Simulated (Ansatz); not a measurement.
Level of theory: DFT PBE, scalar-relativistic, plane waves, PAW (Ansatz 0.2.0). Cutoff 420 eV, Γ-centred meshes of about 0.25 Å⁻¹ or finer for metals and 0.3 Å⁻¹ for insulators (2π included), Gaussian smearing. No spin polarisation.

All energies are static (0 K, no zero-point motion).

Two forms of Al4B3Sb were relaxed alike.

1. Space group P-3m1 (No. 164), trigonal, a = 3.511 Å, c = 10.487 Å. Around Al on its first site lie 3 B at 2.36 Å, 3 Al at 2.80 Å and 3 Sb at 2.99 Å; Al on its second site has 3 B at 2.15 Å and 3 B at 2.31 Å; B on a site of symmetry -3m is surrounded by 2 B at 1.83 Å and 6 Al at 2.31 Å; B on a site of symmetry 3m has 1 B at 1.83 Å, 3 Al at 2.15 Å, 3 Al at 2.36 Å and 1 Sb at 3.41 Å; Sb has 6 Al at 2.99 Å, 2 B at 3.41 Å and 6 Sb at 3.51 Å.

2. Space group Pmm2 (No. 25), orthorhombic, a = 3.072 Å, b = 3.260 Å, c = 11.119 Å. Al on its first site is surrounded by 2 B at 2.26 Å, 2 Al at 2.61 Å, 2 Al at 3.07 Å and 4 Sb at 3.08 Å; around Al on its second site lie 7 B at 2.19–2.35 Å and 6 Al at 2.78–2.90 Å; around Al on its third site lie 5 B at 2.30–2.37 Å, 2 Al at 2.61 Å and 4 Al at 2.78 Å; around B on its first site lie 2 B at 1.79 Å and 6 Al at 2.31–2.39 Å; around Sb lie 1 Al at 2.79 Å, 2 Sb at 3.07 Å, 4 Al at 3.08 Å and 2 Sb at 3.26 Å; 3 more sites not described.

Question: Which is lower in energy, and by how much?

Answer: Cell 1 is lower, by 37 meV/atom. Cell 1 has space group P-3m1 (No. 164), 14.0 Å³/atom and no gap on its mesh; cell 2 has space group Pmm2 (No. 25), 13.9 Å³/atom and no gap. Counting B or Sb atoms around Al (for each partner element, those within 1.25 times its shortest distance or 1.15 times the sum of covalent radii, where it is the nearest in units of that sum or under 1.3; a slash parts the counts of unlike sites), cell 1 has Al 6 and cell 2 has Al 5/6/7. Cell 1 holds B–B units of three or more atoms (shortest 1.83 Å); cell 2 holds B–B chains (shortest 1.79 Å). Even the lower one lies +0.18 eV/atom against the reference forms of the elements (uncorrected), so neither is stable at this level. Both come from trial cells of a structure search, whose lowest cell (R-3m, 13.7 Å³/atom) lies 52 meV/atom below the lower of the two.

Spin–orbit coupling, which can matter for Sb, is left out. With atoms moved at random, cell 1 (by 52 meV/atom) fell into a lower structure and cell 2 came back. Some types were kept out of the candidates beforehand, so the set may lack a known form.
